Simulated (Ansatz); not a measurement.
A distorted cell of CoSn (CoSn type, space group P6/mmm):

```
CoSn
1.0
    5.24162     0.00000     0.00000
   -2.62081     4.53938     0.00000
    0.00000     0.00000     4.18794
Co Sn
3 3
Direct
  0.53355   0.06709   0.10064
  0.50000   0.50000   0.00000
  0.00000   0.50000   0.00000
  0.00000   0.00000   0.00000
  0.33333   0.66667   0.50000
  0.66667   0.33333   0.50000
```

Method: r2SCAN (plane waves to 500 eV, PAW, scalar-relativistic; Ansatz, a quantum-chemistry and plane-wave program). k mesh 8×8×9 (Γ-centred), Fermi-Dirac smearing 0.05 eV. E stands for the smeared free energy. Stress and pressure are positive under compression. With partly filled bands, energies and forces of such displacements shift with the k mesh and the smearing. CoSn is run without spin polarisation. CoSn was relaxed with its symmetry unable to fall.

### Question
Predict the force on every atom, in eV/Å.

### Answer
```
atom      Fx      Fy      Fz
----  ------  ------  ------
Co1    0.000  -5.666  -6.520
Co2   -0.315   0.872  -0.280
Co3    0.315   0.872  -0.280
Sn4    0.000   0.041   0.285
Sn5    0.000  -0.032   0.703
Sn6    0.000   3.914   6.092
```

### Question
Give the stress tensor in GPa and the pressure.

### Answer
```
   -0.1      0.0      0.0
    0.0     10.1      9.2
    0.0      9.2     16.0
```
The pressure, a third of the trace, is 8.6 GPa.

### Question
In it atom 1 sits (0.000, 0.305, 0.421) Å away from its relaxed site. What is its energy relative to the relaxed cell?

### Answer
1676 meV/cell.

(A displaced cell: forces are minus the slopes of the energy, force constants its curvatures, and phonons follow from these.)
